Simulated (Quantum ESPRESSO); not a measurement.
# Planted mistakes on one cell of Al2GeZnN4

These are calculations, not measurements. They come from pw.x of Quantum ESPRESSO 7.5, a plane-wave density functional program, with PseudoDojo standard norm-conserving files (v0.5 for PBE, v0.4.1 for LDA and PBEsol). The cells are made up: elements, strain and atom displacements were drawn at random, and nothing was relaxed. There is no spin polarisation, spin-orbit coupling or dispersion term.

The cell has 8 sites of a zincblende or diamond lattice. Sites 1 to 4 hold Al Ge Zn Al; sites 5 to 8 hold N N N N. Cell vectors in Å: (4.372, 0.000, 0.000); (0.000, 4.372, 0.000); (0.000, 0.000, 4.372). Settings: PBE, cutoff 1143 eV, 4 x 4 x 4 k mesh shifted by half a step, Fermi-Dirac smearing of 0.025 eV.

The intended run has a self-consistency threshold of 1e-07 eV, a smearing term of 0.000 eV, a pressure of 15.62 GPa and 11 iterations. Each further run changes one thing: all lengths scaled by 1.0068; atoms of sites 2 and 3 exchanged; cutoff 592 eV; files of PBEsol; k mesh 2 x 2 x 2; one electron added; smearing 0.74 eV; threshold 0.1 eV. A coarse mesh keeps the shift, and a charged cell sits in a uniform background.

| run | change of free energy (eV) | smearing term -TS (eV) | change of P (GPa) | largest change of a force component (eV/Å) | iterations |
| --- | --- | --- | --- | --- | --- |
| A | 9.616 | 0.000 | -5.36 | 0.255 | 11 |
| B | 48.001 | 0.000 | -436.33 | 0.294 | 11 |
| C | 13.925 | -0.005 | 35.16 | 0.540 | 12 |
| D | -0.142 | 0.000 | -4.69 | 0.136 | 11 |
| E | -0.289 | -1.227 | 1.60 | 0.191 | 11 |
| F | 0.224 | 0.000 | 0.21 | 0.084 | 11 |
| G | -0.143 | 0.000 | -0.21 | 2.774 | 13 |
| H | 0.026 | 0.000 | 2.11 | 0.122 | 5 |

A rerun of the intended cell at 1437 eV and k mesh 6 x 6 x 6 moved values by no more than 0.003 eV in the cell's energy, 0.02 GPa in stress and 0.002 eV/Å in force.

Question: which change belongs to which run?

## Worked reading

Run H has the fewest iterations, as a run stopped early does. Run E has the largest smearing term, as wide smearing gives. Run B has a higher energy and the largest fall in pressure, as too small a basis gives. Run D changes the volume by a factor of 1.0205; minus its pressure change over the logarithm of that factor, 231 GPa, is a rough bulk modulus with clamped atoms. Energies from files of another functional, or of a charged cell, have another zero and say nothing on stability; the pressure of a charged cell rests on the program's zero of potential too.

## Key

```
run                            change
  A                   files of PBEsol
  B                     cutoff 592 eV
  C                one electron added
  D      all lengths scaled by 1.0068
  E                  smearing 0.74 eV
  F                  k mesh 2 x 2 x 2
  G  atoms of sites 2 and 3 exchanged
  H                  threshold 0.1 eV
```